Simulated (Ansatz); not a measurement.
# Si, first-principles data

Si:
```yaml
crystal:
  lattice:
    - [3.83247, 0.00000, 0.00000]
    - [-1.91624, 3.31902, 0.00000]
    - [0.00000, 0.00000, 6.34119]
  atoms:
    - { symbol: Si, position: [0.33333, 0.66667, 0.06306] }
    - { symbol: Si, position: [0.66667, 0.33333, 0.93694] }
    - { symbol: Si, position: [0.66667, 0.33333, 0.56306] }
    - { symbol: Si, position: [0.33333, 0.66667, 0.43694] }
```

Space group P6_3/mmc (No. 194); conventional cell a = b = 3.8325 Å, c = 6.3412 Å, α = β = 90.00°, γ = 120.00°.

Method: DFT-r²SCAN in the program Ansatz with PAW potentials. Geometry: relaxed at this level of theory. Other levels are named where they apply.

### Cell and energy

```json
{
 "volume_per_atom": "20.17 Å³",
 "density": "2.31 g/cm³"
}
```

### Electronic structure

```json
{
 "band_gap": "0.61 eV (indirect)",
 "valence_band_maximum": "at Γ",
 "conduction_band_minimum": "at M (3 equivalent valleys)",
 "smallest_direct_gap_on_the_standard_path": "1.36 eV",
 "electron_effective_mass": "0.11, 1.1, 1.1 mₑ (principal values)",
 "Hole effective mass, band 1 of 2 at the edge": "0.54 along x, 0.53 along z (mₑ)",
 "Hole effective mass, band 2 of 2 at the edge": "0.13 along x, 0.53 along z (mₑ)",
 "HSE06 gap on the r²SCAN cell": "0.97 eV"
}
```

### Mechanics

```json
{
 "Bulk modulus (Birch–Murnaghan fit)": "966 kbar",
 "Pressure derivative B′": "4.2",
 "Elastic constants (relaxed ions, GPa)": "C11 = 198, C12 = 53.1, C13 = 35.6, C33 = 226, C44 = 53.5",
 "mechanical_stability": "stable (all eigenvalues of C positive)",
 "hill_bulk_and_shear_moduli": "96.8 and 67.6 GPa",
 "Young's modulus": "165 GPa",
 "Poisson's ratio": "0.22",
 "debye_temperature_from_the_elastic_constants": "654 K"
}
```

### Dielectric response

```json
{
  "Electronic dielectric constant ε∞ (DFPT)": "11.4 (xx = yy), 12.4 (zz)"
}
```

### Phonons

```json
{
  "highest_zone_centre_frequency": "513 cm⁻¹",
  "zone_centre_stability": "no imaginary mode at Γ",
  "dynamical_stability_on_the_path": "stable (no imaginary branch)",
  "zero_point_energy": "62.4 meV/atom",
  "Vibrational entropy at 300 K": "18.9 J/(K·mol of atoms)"
}
```

The workflow started from a Materials Project entry (that database holds measured and hypothetical structures alike); the Crystallography Open Database copy checked does not list it. It is not the phase usual at ambient conditions (space group No. 227). The cell was relaxed with r²SCAN under the symmetry of its start.

Potentials: the later of the program's two PAW sets.
